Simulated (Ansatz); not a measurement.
The relaxed structure here is a generated cell of SiNi: the first start was made by placing the elements on the sites of a structure type, and the end was not matched to a known phase here, so it may be hypothetical. Known forms of SiNi include space group No. 62.

A relaxed cell of SiNi (P4₂/mmc (No. 131)), relaxed on a k-mesh at least as fine as the one used below. Method: PBE (plane waves to 420 eV, PAW, scalar-relativistic; Ansatz, a first-principles code). Γ-centred k-mesh 9×9×7 on the run's cell (coarser than for final values), Fermi–Dirac smearing 0.05 eV.

```xyz
8
Lattice="7.4633 0.0000 0.0000 3.7316 3.7316 0.0000 0.0000 0.0000 4.8893" Properties=species:S:1:pos:R:3 pbc="T T T"
Si     7.4633     1.8658     0.0000
Si     3.7316     1.8658     0.0000
Si     1.8658     0.0000     2.4447
Si     5.5975     0.0000     2.4447
Ni     0.0000     0.0000     1.2223
Ni     3.7316     0.0000     1.2223
Ni     0.0000     0.0000     3.6670
Ni     3.7316     0.0000     3.6670
```

The atoms are displaced along an unstable phonon of this cell by (Å):

```
atom     ux      uy      uz
----  -----  ------  ------
Si1   0.000   0.000  -0.150
Si2   0.000   0.000   0.150
Si3   0.000   0.000   0.000
Si4   0.000   0.000   0.000
Ni5   0.000   0.077   0.000
Ni6   0.000  -0.077   0.000
Ni7   0.000  -0.077   0.000
Ni8   0.000   0.077   0.000
```

Problem. What forces (eV/Å) and pressure result?

Solution. 
```json
[
 {"atom": "Si1", "Fx": "0.00", "Fy": "0.00", "Fz": "-0.12"},
 {"atom": "Si2", "Fx": "0.00", "Fy": "0.00", "Fz": "0.12"},
 {"atom": "Si3", "Fx": "0.00", "Fy": "0.00", "Fz": "0.00"},
 {"atom": "Si4", "Fx": "0.00", "Fy": "0.00", "Fz": "0.00"},
 {"atom": "Ni5", "Fx": "0.00", "Fy": "0.15", "Fz": "-0.04"},
 {"atom": "Ni6", "Fx": "0.00", "Fy": "-0.15", "Fz": "-0.04"},
 {"atom": "Ni7", "Fx": "0.00", "Fy": "-0.15", "Fz": "0.04"},
 {"atom": "Ni8", "Fx": "0.00", "Fy": "0.15", "Fz": "0.04"}
]
```

Pressure -0.7 GPa.

The undisplaced cell is probably no minimum: from this displacement the run went on to Cmme (No. 67), 0.15 eV/atom below it.

No spin polarisation in the result: the starting moments vanished. A magnetic state may lie lower.
